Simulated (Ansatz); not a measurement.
## Relaxing a structure of ZrCu

The relaxed structure here is a generated cell of ZrCu: the first start was made by placing the elements on the sites of a structure type, and the end was not matched to a known phase here, so it may be hypothetical.

The start is a generated cell, ZrCu placed in the AFLOW prototype AB_tP4_131_c_e (B17, as in PtS). The structure is fully relaxed (lattice and positions, P = 0) with PBE (plane waves to 420 eV, PAW, scalar-relativistic; Ansatz, a quantum-chemistry and plane-wave program). The first steps use a coarse 9×9×7 k-mesh.

The start:
```
CELL_PARAMETERS angstrom
      3.81985     0.00000     0.00000
      0.00000     3.81985     0.00000
      0.00000     0.00000     4.75572
ATOMIC_POSITIONS crystal
  Zr 0.00000 0.50000 0.00000
  Zr 0.50000 0.00000 0.50000
  Cu 0.00000 0.00000 0.25000
  Cu 0.00000 0.00000 0.75000
```

Task: How much energy is released per atom?

Result: 0.97 eV/atom.

Task: How does the volume per atom move from start to end?

Result: +37.9 %, from 17.35 to 23.92 Å³/atom.

Task: How do the shortest distances between atoms change?

Result: The closest pairs of elements (up to four, under 3.6 Å), start → end: Cu–Zr 2.25 → 2.56 Å; Cu–Cu 2.38 → 2.26 Å; Zr–Zr 3.60 → 3.96 Å.

Task: Is the relaxed structure metallic? Give its gap.

Result: No gap (metallic).

The space group stays P4₂/mmc (No. 131) (the run could not lower it), with 4 atoms in the primitive cell. Final values are on a 10×10×10 k-mesh of the relaxed cell. The start holds a very short contact (Zr–Cu 2.25 Å). No spin polarisation in the result.

The run could not lose the symmetry of its start: the end is stationary, and may be a saddle point rather than a minimum.

All atoms sit on sites fixed by symmetry, so only the cell could relax.
